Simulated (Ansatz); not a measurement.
Fields on a plane of Cu2O (cuprite type, space group Pn-3m)

```yaml
crystal:
  lattice:
    - [4.24572, 0.00000, 0.00000]
    - [0.00000, 4.24572, 0.00000]
    - [0.00000, 0.00000, 4.24572]
  atoms:
    - { symbol: Cu, position: [0.75000, 0.75000, 0.75000] }
    - { symbol: Cu, position: [0.75000, 0.25000, 0.25000] }
    - { symbol: Cu, position: [0.25000, 0.75000, 0.25000] }
    - { symbol: Cu, position: [0.25000, 0.25000, 0.75000] }
    - { symbol: O, position: [0.00000, 0.00000, 0.00000] }
    - { symbol: O, position: [0.50000, 0.50000, 0.50000] }
```

The slice is a {210} plane (indices of the conventional cell) through the point (0.750, 0.250, 0.250) (fractional), spanned by u = [100] and v = [021] in vectors of this cell: u (4.25 Å) and v (9.49 Å, at 90° to u). It covers one period; positions are fractions (u, v).

Atoms on it: Cu at (0.00, 0.00); Cu at (0.50, 0.50). Other atoms lie within 1 Å of the plane.

Level of theory: r2SCAN (plane waves to 500 eV, PAW, scalar-relativistic; Ansatz, a first-principles code). k mesh 8×8×8. These are valence fields of a PAW run, semicore shells included where kept as valence: close to a nucleus they are smooth pseudo fields. Cu2O is run without spin polarisation. Cu2O was relaxed with its symmetry unable to fall.

```
v \ u  0.00  0.14  0.29  0.43  0.57  0.71  0.86
-----  ----  ----  ----  ----  ----  ----  ----
0.88   -0.6   0.1   0.4  -0.3  -0.8  -1.0  -0.9
0.75   -0.6  -0.6  -0.5  -0.6  -0.7  -0.9  -0.8
0.62   -0.8  -0.9  -1.0  -0.8  -0.8  -1.0  -0.9
0.50   -1.4  -1.1  -0.3   1.5   1.5  -0.3  -1.1
0.38   -0.8  -0.9  -1.0  -0.8  -0.8  -1.0  -0.9
0.25   -0.6  -0.8  -0.9  -0.7  -0.6  -0.5  -0.6
0.12   -0.6  -0.9  -1.0  -0.8  -0.3   0.4   0.1
0.00    1.8   0.6  -0.8  -1.3  -1.3  -0.8   0.6
```

Values: log₁₀ of the valence density in e/Å³. The scale is logarithmic, as a density can span decades between atoms and voids.

```
v \ u  0.00  0.14  0.29  0.43  0.57  0.71  0.86
-----  ----  ----  ----  ----  ----  ----  ----
0.88   0.14  0.79  0.81  0.46  0.11  0.13  0.13
0.75   0.13  0.17  0.31  0.10  0.15  0.14  0.16
0.62   0.16  0.16  0.14  0.17  0.14  0.10  0.12
0.50   0.03  0.07  0.16     x     x  0.16  0.07
0.38   0.16  0.12  0.10  0.14  0.17  0.14  0.16
0.25   0.13  0.16  0.14  0.15  0.10  0.31  0.17
0.12   0.14  0.13  0.13  0.11  0.46  0.81  0.79
0.00      x  0.27  0.11  0.04  0.04  0.11  0.27
```

Values: electron localisation function (ELF). Points within 0.4 Å of a nucleus are blanked (x), as the pseudised field means little there.
